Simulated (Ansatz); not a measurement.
Given:

Si (diamond, Fd-3m), a = b = c = 5.4337 Å, α = β = γ = 90.00°; the cell used has 2 atoms.

This is the PBEsol-relaxed structure.

Question: All from PBEsol in the plane-wave PAW code Ansatz, unless another level is named. Give the hole effective mass, band 2 of 3 at the edge.

Answer: 0.26 along [100], 0.26 along [110], 0.65 along [111] (mₑ).

Question: And the electron effective mass?

Answer: 0.19, 0.19, 0.95 mₑ (principal values).

Symmetry was held in the PBEsol relaxation.

Potentials: the later of the program's two PAW sets.

Edges and masses are those of Kohn–Sham bands, whose gap is no quasiparticle gap.
